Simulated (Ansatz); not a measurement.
Polymorphs of MoRu, each relaxed with DFT-PBE in the program Ansatz with PAW potentials:

A: L1₀ or tetragonal B2 (P4/mmm)
a = 2.775 Å, b = 2.775 Å, c = 3.843 Å, α = 90.00°, β = 90.00°, γ = 90.00°

```csv
atom,site,symmetry,x,y,z
Ru,1a,4/mmm,0.0000,0.0000,0.0000
Mo,1d,4/mmm,0.5000,0.5000,0.5000
```

B: rock salt (Fm-3m)
a = b = c = 5.1012 Å, α = β = γ = 90.00°

```
atom  site  symmetry       x       y       z
----  ----  --------  ------  ------  ------
Ru      4a      m-3m  0.0000  0.0000  0.0000
Mo      4b      m-3m  0.5000  0.5000  0.5000
```

Rank these by energy per atom at 0 K (lowest first), as PBE gives it.

A (+0 meV/atom), B (+822 meV/atom)

Typed or built starts, not in the databases checked: A; B. All cells were relaxed under the symmetry of their starts (and spin orders); stability against distortions was not tested throughout. Rows with no word on spin ran without spin polarisation. Spin–orbit coupling is left out wherever it is not named.

Energies hold the estimated change up to a 700 eV cutoff; steps of a few meV lie near the error of the meshes.

Potentials: the earlier of the program's two PAW sets.
